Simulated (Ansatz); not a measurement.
# Yb: parities and Z2 indices — Ansatz, plane waves and PAW

Space group Fm-3m (No. 225), 1 atom in the cell of the first input below: a = 3.882 Å, b = 3.882 Å, c = 3.882 Å, α = 60.00°, β = 60.00°, γ = 60.00°.

The cell was built from a prototype of a structure type listed for this element, at its measured volume, taken without relaxation (pressure -2.5 GPa with this functional, without spin–orbit coupling). Functional: r2SCAN.

Input:

```yaml
crystal:
  lattice:
    - [0.0, 2.745000282, 2.745000282]
    - [2.745000282, 0.0, 2.745000282]
    - [2.745000282, 2.745000282, 0.0]
  atoms:
    - { symbol: Yb, position: [0.0, 0.0, 0.0] }
basis:
  ecutwfc: 500
  ecutrho_ratio: 4
kpoints:
  mp_grid: { grid: [6, 6, 6] }
hamiltonian:
  xc: r2scan
scf:
  occupations: { method: gaussian, width: 0.05 }
output:
  forces: true
  stress: true
  eigenvalues: true
  populations: true
  hubbard: { sites: [{ species: Yb, l: f }] }
  topological_invariants: true
magnetization:
  noncollinear: true
  spin_orbit: true
```

```bash
ansatz run input.yaml --threads 4 --pin off --max-ram 9216MiB --backend cpu --events-out ev --progress --plain --runs-dir out
```

Time: 50 s on 4 threads of Intel(R) Xeon(R) Processor @ 2.50GHz (Skylake/Cascade Lake), on a shared host, peak memory 0.94 GiB.

Without spin–orbit coupling the gap on a 10×10×10 mesh is 0.00 eV (the bands touch or overlap there). With it, in a separate run (self-consistent on 8×8×8, bands on 16×16×16), the bands overlap in energy by 0.05 eV (an overlap on a mesh is a lower bound, as the extrema may lie between its points). The indices are those of the lowest 24 bands, and their direct separation from the next band is open.

Odd-parity bands among them at the eight time-reversal-invariant momenta (inversion centre at 0.000 0.000 0.000):

| k | odd bands |
| --- | --- |
| 0.0 0.0 0.0 | 20 |
| 0.0 0.0 0.5 | 20 |
| 0.0 0.5 0.0 | 20 |
| 0.0 0.5 0.5 | 20 |
| 0.5 0.0 0.0 | 20 |
| 0.5 0.0 0.5 | 20 |
| 0.5 0.5 0.0 | 20 |
| 0.5 0.5 0.5 | 20 |

**Question.** What are the Z2 indices by the rule of Fu and Kane?

**Answer.** Each Kramers pair counts once, so δ = (−1)^(odd bands / 2): +, +, +, +, +, +, +, +. The product of all eight gives ν0, the products over the planes k_i = 1/2 the weak indices: (0;000). The Wilson-loop planes give (0;000).

**Question.** The cell is scaled in volume by 0.96 and 1.05 with the atoms carried along. Do the indices change?

**Answer.** No.

```csv
volume ratio,pressure with spin–orbit coupling (GPa),smallest direct separation sampled (eV),at k,separation,Z2
0.96,-2.7,0.121,0.29 0.27 0.70,open,(0;000)
1.00,-3.2,0.115,0.29 0.27 0.70,open,(0;000)
1.05,-3.6,0.108,0.29 0.27 0.70,open,(0;000)
```

Caveats: Z2 indices don't see topology that rests on crystal symmetry, and an even number of inversions cancels; bands overlap in energy, so the bands counted are not the filled states; f levels without a Hubbard U lie too near the Fermi level and can invert bands falsely; the cell shown stands at -3.2 GPa, so it isn't this functional's equilibrium; the k-mesh was not tested.
